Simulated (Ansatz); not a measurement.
Starting cell, K2NaRhF6 (space group Fm-3m):

```
K2NaRhF6
1.0
    0.00000     4.06954     4.06954
    4.06954     0.00000     4.06954
    4.06954     4.06954     0.00000
K Na Rh F
2 1 1 6
Direct
  0.75000   0.75000   0.75000
  0.25000   0.25000   0.25000
  0.50000   0.50000   0.50000
  0.00000   0.00000   0.00000
  0.76088   0.23912   0.23912
  0.23912   0.76088   0.76088
  0.23912   0.76088   0.23912
  0.76088   0.23912   0.76088
  0.23912   0.23912   0.76088
  0.76088   0.76088   0.23912
```

The atoms are displaced by Q × the pattern below (from a DFPT mode at Γ, largest move 1; Q in Å), at fixed cell. It is one choice among 3 degenerate patterns.

```json
[
 {"atom": "F7", "x": "0.000", "y": "0.000", "z": "1.000"},
 {"atom": "F8", "x": "0.000", "y": "0.000", "z": "-1.000"},
 {"atom": "F9", "x": "0.000", "y": "-1.000", "z": "0.000"},
 {"atom": "F10", "x": "0.000", "y": "1.000", "z": "0.000"}
]
```

Atoms not listed stay in place.

Calculation: LDA (plane waves to 420 eV, PAW, scalar-relativistic; Ansatz, a first-principles code). k mesh 7×7×7 (Γ-centred), fixed occupations. K2NaRhF6 is run without spin polarisation and with no Hubbard U. K2NaRhF6 was relaxed with its symmetry unable to fall. The zero of ΔE is the undisplaced structure.

```tsv
Q (Å)	ΔE (meV/cell)
-0.440	46.0
-0.367	-3.4
-0.293	-21.5
-0.220	-20.8
-0.147	-12.1
-0.073	-3.5
0.000	0.0
0.073	-3.5
0.147	-12.1
0.220	-20.8
0.293	-21.5
0.367	-3.4
0.440	46.0
```

Question: Is this a single well or a double well?

Answer: A double well: the undisplaced structure is a maximum between two minima.

Question: By a smooth curve through the points, how far does the most displaced atom move to reach the deepest minimum?

Answer: 0.26 Å from zero.

Question: By a smooth curve, how deep is the well, measured from the undisplaced structure?

Answer: 22.8 meV/cell, cell held fixed.

Question: What harmonic wavenumber does the curvature at Q = 0 give?

Answer: About 69i cm⁻¹. By second differences, E″ = -1.34 eV/Å², M = Σ mᵢ|uᵢ|² = 76.0 u, ν̃ = 521.5·√(|E″|/M), imaginary since E″ < 0.

(For displaced atoms, the force is minus the slope of the energy, and its curvature is a force constant, which sets phonon frequencies.)
